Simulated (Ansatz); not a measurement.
**FeGe (P2_13): electronic heat capacity from the density of states**

Computed with DFT PBE, scalar-relativistic, plane waves, PAW (Ansatz).

Cutoff 420 eV; k points 8×8×8 on the computed 8-atom cell (Γ-centred); Gaussian smearing, width 0.10 eV; collinear spin from starting moments 1.27 1.27 1.27 1.27 0 0 0 0 μB.

Relaxed cell: P2_13, a = 4.663 Å, b = 4.663 Å, c = 4.663 Å, α = 90.00°, β = 90.00°, γ = 90.00°, 8 atoms in the primitive cell. Whether it is the stable form of this composition wasn't checked.

The density of states at the Fermi level is 5.792 states/eV in the cell of 8 atoms (4 formula units; both spins, tetrahedra on a 12×12×12 mesh). The run ends with a moment of 4.19 μB a cell (largest on a site 1.15 μB), and the figure is for this state; a paramagnetic sample can have a quite different one. Another magnetic order, if the compound takes it, can change N(E_F) and the shape of the cell a good deal.

Task: What Sommerfeld coefficient does this give?

Result: Per formula unit N(E_F) = 1.448 states/eV. γ = (π²/3) k_B² N(E_F) N_A = 2.357 mJ/(mol K²) per state/eV, so γ = 3.4 mJ/(mol K²), a mole of formula units. This is the bare band result: a measured γ of the same phase and magnetic order is as a rule larger by a factor 1 + λ from phonons and spin fluctuations. N(E_F) at one energy is sensitive to the mesh where the density of states has sharp peaks.

Only parallel moments were tried here.

Only this magnetic start was tried.

Cost: 1 run of about 13 core-minutes, on Intel Xeon Processor @ 2.50GHz (Skylake/Cascade Lake) (shared hosts).